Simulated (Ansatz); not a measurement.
Given:

Zr (hcp, Mg type), conventional cell a = b = 3.2316 Å, c = 5.1736 Å, α = β = 90.00°, γ = 120.00°. The calculation uses the primitive cell of 2 atoms, to which meshes and values per cell refer.

The volume is varied about the relaxed value V₀ at fixed cell shape. Symmetry pins the atoms to their sites.

Calculation: PBE (plane waves to 420 eV, PAW, scalar-relativistic; Ansatz, an electronic-structure program). k mesh 17×17×9 (Γ-centred), Fermi-Dirac smearing 0.05 eV. E stands for the smeared free energy. Stress and pressure are positive under compression. With the shape held, the modulus is that of even scaling; a crystal free to change shape is softer. The PAW data are Ansatz's earlier set. Zr is run without spin polarisation. Zr was relaxed with its symmetry unable to fall. The zero of ΔE is the relaxed starting cell.

The scan covers V/V₀ from 0.900 to 1.100 in 9 points.

Q: What is ΔE at V/V₀ = 0.900?

A: 80 meV/atom.

Q: What pressure does the cell carry at V/V₀ = 0.900?

A: 11.7 GPa.

(Under strain, the slope of the energy per volume gives the stress and its curvature an elastic modulus.)
